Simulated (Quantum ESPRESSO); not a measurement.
```cif
data_F8O4Rb4W2
_chemical_formula_sum 'O4 F8 Rb4 W2'
_space_group_name_H-M_alt 'C2/m'
_space_group_IT_number 12
_space_group_name_Hall '-C 2y'
_cell_length_a 10.66968
_cell_length_b 6.13953
_cell_length_c 4.97973
_cell_angle_alpha 90.000
_cell_angle_beta 91.982
_cell_angle_gamma 90.000
loop_
_atom_site_label
_atom_site_type_symbol
_atom_site_symmetry_multiplicity
_atom_site_Wyckoff_symbol
_atom_site_fract_x
_atom_site_fract_y
_atom_site_fract_z
_atom_site_occupancy
O1 O 4 i 0.14502 0.00000 0.21316 1
F1 F 8 j 0.42677 0.26923 0.22099 1
Rb1 Rb 4 i 0.17103 0.50000 0.31391 1
W1 W 2 a 0.00000 0.00000 0.00000 1
```
(The calculation used a cell of 9 atoms; values per cell refer to that cell.)

The geometry is that of Materials Project entry mp-1219649, symmetrised and not relaxed again.

Q: What does PBEsol (Quantum ESPRESSO, PseudoDojo norm-conserving, 84 Ry, scalar-relativistic) give for the electronic structure near the Fermi level?

A: The PBEsol gap is 2.26 eV and nearly direct: the edges lie at Z and L, the smallest direct gap within 0.02 eV of it. Another valence and conduction extremum on the path lies within 0.02 eV, too close to call. Without spin-orbit coupling, band edges of such heavy elements can be off by tenths of an eV.

The structure is a Materials Project entry; no match was found in the copy of COD used, and its stability was not checked.
